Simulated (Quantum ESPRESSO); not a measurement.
## Mo2Ta2AuGa3 (one run as intended and one with a planted mistake)

Computed values, not a measurement. The program is pw.x of Quantum ESPRESSO 7.5 (plane-wave density functional theory). The cell is made up: eight metal atoms on a hexagonal close-packed lattice, with elements, volume, strain and displacements drawn at random and not relaxed, so it may be unstable or far from any real phase. PseudoDojo standard norm-conserving files set the functional (PBE unless stated); there is no spin polarisation or spin-orbit coupling, the Fermi-Dirac width of 0.25 eV means electrons at about 2900 K, and the masses in the input are unused placeholders. Heavy elements are run without spin-orbit coupling, which real alloys of them have. A spin test at this wide smearing found no moment, but such smearing suppresses magnetism that the real alloy may have.

Intended input:

```
&control calculation='scf', pseudo_dir='./dojo.nc.sr.pbe.v0_5.standard.upf', outdir='./o', disk_io='minimal', tprnfor=.true., tstress=.true. /
&system ibrav=0, nat=8, ntyp=4, nbnd=70, ecutwfc=82.02448710, nosym=.true., tot_charge=0,
 occupations='smearing', smearing='fd', degauss=0.0183746611
/
&electrons conv_thr=1.470e-08, electron_maxstep=70, mixing_beta=0.5 /
ATOMIC_SPECIES
Au 1.0 Au.upf
Ga 1.0 Ga.upf
Mo 1.0 Mo.upf
Ta 1.0 Ta.upf
CELL_PARAMETERS angstrom
-2.9485 0.0 0.0
0.0 5.107 0.0
1.4743 -2.5535 -9.9058
ATOMIC_POSITIONS angstrom
Mo 0.0109 -0.0199 -0.0197
Mo -0.0139 1.6455 -2.4771
Ta -0.0403 0.0856 -4.9851
Au 0.0193 1.7202 -7.4371
Ga -1.4352 2.7124 -0.0211
Ga -1.454 4.2688 -2.4543
Ga -1.4846 2.4708 -4.9451
Ta -1.463 -0.7901 -7.5041
K_POINTS automatic
8 5 3 1 1 1
```

The log is shortened where brackets say so; the opening notice, blank lines, dates and the lines on written files are dropped, and the path of the files is cut. It prints rydbergs, bohrs and kilobars, and counts compression as positive stress. Its total energy is the free energy E - TS of the whole cell.

Log of the intended run:

```
     Program PWSCF v.7.5
     Parallel version (MPI & OpenMP), running on       4 processor cores
     Number of MPI processes:                 4
     Threads/MPI process:                     1
     [start-up lines left out]
     bravais-lattice index     =            0
     lattice parameter (alat)  =       5.5719  a.u.
     unit-cell volume          =    1006.5912 (a.u.)^3
     number of atoms/cell      =            8
     number of atomic types    =            4
     number of electrons       =       112.00
     number of Kohn-Sham states=           70
     kinetic-energy cutoff     =      82.0245  Ry
     charge density cutoff     =     328.0979  Ry
     scf convergence threshold =      1.5E-08
     mixing beta               =       0.5000
     number of iterations used =            8  plain     mixing
     Exchange-correlation= PBE
                           (   1   4   3   4   0   0   0)
     [axes and pseudopotential details left out]
   Cartesian axes
     site n.     atom                  positions (alat units)
         1        Mo     tau(   1) = (   0.0036968  -0.0067492  -0.0066814  )
         2        Mo     tau(   2) = (  -0.0047143   0.5580804  -0.8401221  )
         3        Ta     tau(   3) = (  -0.0136680   0.0290317  -1.6907241  )
         4        Au     tau(   4) = (   0.0065457   0.5834153  -2.5223334  )
         5        Ga     tau(   5) = (  -0.4867560   0.9199254  -0.0071562  )
         6        Ga     tau(   6) = (  -0.4931321   1.4477870  -0.8323894  )
         7        Ga     tau(   7) = (  -0.5035103   0.8379854  -1.6771579  )
         8        Ta     tau(   8) = (  -0.4961845  -0.2679668  -2.5450568  )
     number of k points=    60  Fermi-Dirac smearing, width (Ry)=  0.0184
                       cart. coord. in units 2pi/alat
        k(    1) = (  -0.0625000   0.0577345  -0.0737937), wk =   0.0333333
        k(    2) = (  -0.0625000   0.0577345   0.1246423), wk =   0.0333333
     [further k points left out]
     Dense  grid:   100981 G-vectors     FFT dimensions: (  36,  60, 120)
     Estimated max dynamical RAM per process >     388.33 MB
     Estimated total dynamical RAM >       1.44 GB
     Initial potential from superposition of free atoms
     starting charge     111.9872, renormalised to     112.0000
     Starting wfcs are   77 randomized atomic wfcs
     total cpu time spent up to now is        8.1 secs
     per-process dynamical memory:   312.5 Mb
     Self-consistent Calculation
     iteration #  1     ecut=    82.02 Ry     beta= 0.50
     Davidson diagonalization with overlap
     ethr =  1.00E-02,  avg # of iterations =  2.8
     total cpu time spent up to now is       25.4 secs
     total energy              =   -1295.75563606 Ry
     estimated scf accuracy    <       1.78203076 Ry
     iteration #  2     ecut=    82.02 Ry     beta= 0.50
     Davidson diagonalization with overlap
     ethr =  1.59E-03,  avg # of iterations =  6.4
     total cpu time spent up to now is       45.5 secs
     total energy              =   -1294.10401185 Ry
     estimated scf accuracy    <      40.60682290 Ry
     [iterations 3 to 15 left out]
     iteration # 16     ecut=    82.02 Ry     beta= 0.50
     Davidson diagonalization with overlap
     ethr =  4.66E-11,  avg # of iterations =  1.1
     total cpu time spent up to now is      293.3 secs
     total energy              =   -1296.69314397 Ry
     estimated scf accuracy    <       0.00000002 Ry
     iteration # 17     ecut=    82.02 Ry     beta= 0.50
     Davidson diagonalization with overlap
     ethr =  1.37E-11,  avg # of iterations =  1.0
     total cpu time spent up to now is      307.4 secs
     End of self-consistent calculation
     [lines on levels left out]
!    total energy              =   -1296.69314396 Ry
     estimated scf accuracy    <          3.1E-09 Ry
     smearing contrib. (-TS)   =      -0.10414925 Ry
     internal energy E=F+TS    =   -1296.58899471 Ry
     The total energy is F=E-TS. E is the sum of the following terms:
     one-electron contribution =    -373.87842802 Ry
     hartree contribution      =     259.19376794 Ry
     xc contribution           =    -277.56003199 Ry
     ewald contribution        =    -904.34430265 Ry
     convergence has been achieved in  17 iterations
     Forces acting on atoms (cartesian axes, Ry/au):
     atom    1 type  3   force =     0.00185169    0.04410460   -0.01376382
     atom    2 type  3   force =     0.00126296   -0.00939784    0.01146579
     atom    3 type  4   force =     0.00142386   -0.03231548    0.02529655
     atom    4 type  1   force =    -0.00118437    0.01554740   -0.00758018
     atom    5 type  2   force =    -0.00204581   -0.03258849   -0.00730312
     atom    6 type  2   force =    -0.00142404    0.00187935   -0.00072310
     atom    7 type  2   force =    -0.00100663    0.03454302   -0.00106982
     atom    8 type  4   force =     0.00112234   -0.02177257   -0.00632230
     Total force =     0.084750     Total SCF correction =     0.000322
     Computing stress (Cartesian axis) and pressure
          total   stress  (Ry/bohr**3)                   (kbar)     P=     -142.76
  -0.00096999   0.00000041   0.00000344         -142.69        0.06        0.51
   0.00000041  -0.00093628  -0.00002406            0.06     -137.73       -3.54
   0.00000344  -0.00002406  -0.00100502            0.51       -3.54     -147.84
     init_run     :      7.45s CPU      7.87s WALL (       1 calls)
     electrons    :    289.96s CPU    299.34s WALL (       1 calls)
     forces       :      2.84s CPU      2.87s WALL (       1 calls)
     stress       :     11.06s CPU     11.08s WALL (       1 calls)
     [timing details left out]
     PWSCF        :   5m11.54s CPU   5m21.51s WALL
     JOB DONE.
```

A second run has one planted mistake: two atoms have their elements exchanged. The input lines that differ:

```
- Ta -0.0403 0.0856 -4.9851
+ Ga -0.0403 0.0856 -4.9851
- Ga -1.4846 2.4708 -4.9451
+ Ta -1.4846 2.4708 -4.9451
```

Its log:

```
     Program PWSCF v.7.5
     Parallel version (MPI & OpenMP), running on       4 processor cores
     Number of MPI processes:                 4
     Threads/MPI process:                     1
     [start-up lines left out]
     bravais-lattice index     =            0
     lattice parameter (alat)  =       5.5719  a.u.
     unit-cell volume          =    1006.5912 (a.u.)^3
     number of atoms/cell      =            8
     number of atomic types    =            4
     number of electrons       =       112.00
     number of Kohn-Sham states=           70
     kinetic-energy cutoff     =      82.0245  Ry
     charge density cutoff     =     328.0979  Ry
     scf convergence threshold =      1.5E-08
     mixing beta               =       0.5000
     number of iterations used =            8  plain     mixing
     Exchange-correlation= PBE
                           (   1   4   3   4   0   0   0)
     [axes and pseudopotential details left out]
   Cartesian axes
     site n.     atom                  positions (alat units)
         1        Mo     tau(   1) = (   0.0036968  -0.0067492  -0.0066814  )
         2        Mo     tau(   2) = (  -0.0047143   0.5580804  -0.8401221  )
         3        Ga     tau(   3) = (  -0.0136680   0.0290317  -1.6907241  )
         4        Au     tau(   4) = (   0.0065457   0.5834153  -2.5223334  )
         5        Ga     tau(   5) = (  -0.4867560   0.9199254  -0.0071562  )
         6        Ga     tau(   6) = (  -0.4931321   1.4477870  -0.8323894  )
         7        Ta     tau(   7) = (  -0.5035103   0.8379854  -1.6771579  )
         8        Ta     tau(   8) = (  -0.4961845  -0.2679668  -2.5450568  )
     number of k points=    60  Fermi-Dirac smearing, width (Ry)=  0.0184
                       cart. coord. in units 2pi/alat
        k(    1) = (  -0.0625000   0.0577345  -0.0737937), wk =   0.0333333
        k(    2) = (  -0.0625000   0.0577345   0.1246423), wk =   0.0333333
     [further k points left out]
     Dense  grid:   100981 G-vectors     FFT dimensions: (  36,  60, 120)
     Estimated max dynamical RAM per process >     388.33 MB
     Estimated total dynamical RAM >       1.44 GB
     Initial potential from superposition of free atoms
     starting charge     111.9872, renormalised to     112.0000
     Starting wfcs are   77 randomized atomic wfcs
     total cpu time spent up to now is       11.2 secs
     per-process dynamical memory:   312.5 Mb
     Self-consistent Calculation
     iteration #  1     ecut=    82.02 Ry     beta= 0.50
     Davidson diagonalization with overlap
     ethr =  1.00E-02,  avg # of iterations =  2.7
     total cpu time spent up to now is       31.6 secs
     total energy              =   -1295.81366103 Ry
     estimated scf accuracy    <       1.70062242 Ry
     iteration #  2     ecut=    82.02 Ry     beta= 0.50
     Davidson diagonalization with overlap
     ethr =  1.52E-03,  avg # of iterations =  5.7
     total cpu time spent up to now is       52.5 secs
     total energy              =   -1294.35731388 Ry
     estimated scf accuracy    <      35.86744987 Ry
     [iterations 3 to 14 left out]
     iteration # 15     ecut=    82.02 Ry     beta= 0.50
     Davidson diagonalization with overlap
     ethr =  4.03E-11,  avg # of iterations =  2.3
     total cpu time spent up to now is      266.7 secs
     total energy              =   -1296.69872393 Ry
     estimated scf accuracy    <       0.00000025 Ry
     iteration # 16     ecut=    82.02 Ry     beta= 0.50
     Davidson diagonalization with overlap
     ethr =  4.03E-11,  avg # of iterations =  1.8
     total cpu time spent up to now is      282.5 secs
     End of self-consistent calculation
     [lines on levels left out]
!    total energy              =   -1296.69872394 Ry
     estimated scf accuracy    <          7.3E-09 Ry
     smearing contrib. (-TS)   =      -0.10637601 Ry
     internal energy E=F+TS    =   -1296.59234793 Ry
     The total energy is F=E-TS. E is the sum of the following terms:
     one-electron contribution =    -373.82305662 Ry
     hartree contribution      =     259.11449221 Ry
     xc contribution           =    -277.53948087 Ry
     ewald contribution        =    -904.34430265 Ry
     convergence has been achieved in  16 iterations
     Forces acting on atoms (cartesian axes, Ry/au):
     atom    1 type  3   force =     0.00157774    0.04645528   -0.00187193
     atom    2 type  3   force =    -0.00020431   -0.00886057    0.00957111
     atom    3 type  2   force =     0.00251708   -0.03232657   -0.00622226
     atom    4 type  1   force =    -0.00134040    0.01346043    0.00119931
     atom    5 type  2   force =    -0.00205974   -0.03317736   -0.00301205
     atom    6 type  2   force =    -0.00074681   -0.00350204    0.00294696
     atom    7 type  4   force =    -0.00025876    0.04703341    0.00058764
     atom    8 type  4   force =     0.00051520   -0.02908258   -0.00319880
     Total force =     0.088392     Total SCF correction =     0.000508
     Computing stress (Cartesian axis) and pressure
          total   stress  (Ry/bohr**3)                   (kbar)     P=     -144.95
  -0.00092403  -0.00000296   0.00000956         -135.93       -0.44        1.41
  -0.00000296  -0.00102291  -0.00010279           -0.44     -150.48      -15.12
   0.00000956  -0.00010279  -0.00100904            1.41      -15.12     -148.43
     init_run     :      9.78s CPU     10.28s WALL (       1 calls)
     electrons    :    262.95s CPU    271.36s WALL (       1 calls)
     forces       :      3.25s CPU      3.28s WALL (       1 calls)
     stress       :     11.05s CPU     11.06s WALL (       1 calls)
     [timing details left out]
     PWSCF        :   4m47.91s CPU   4m56.97s WALL
     JOB DONE.
```

|  | intended run | run with the mistake |
| --- | --- | --- |
| free energy (eV) | -17642.409 | -17642.485 |
| entropy term -TS, part of it (eV) | -1.417 | -1.447 |
| pressure (GPa) | -14.28 | -14.49 |
| size of the largest force component (eV/Å) | 1.134 | 1.209 |
| largest change of a force component (eV/Å) |  | 0.810 |
| iterations | 17 | 16 |

For scale, a rerun of the intended cell at a higher cutoff and on a denser mesh moved values by no more than 0.004 eV in energy, 0.10 GPa in stress and 0.015 eV/Å in force, and a second program with other atomic files agreed on that cell to 2 % rms in force and 0.5 GPa in pressure.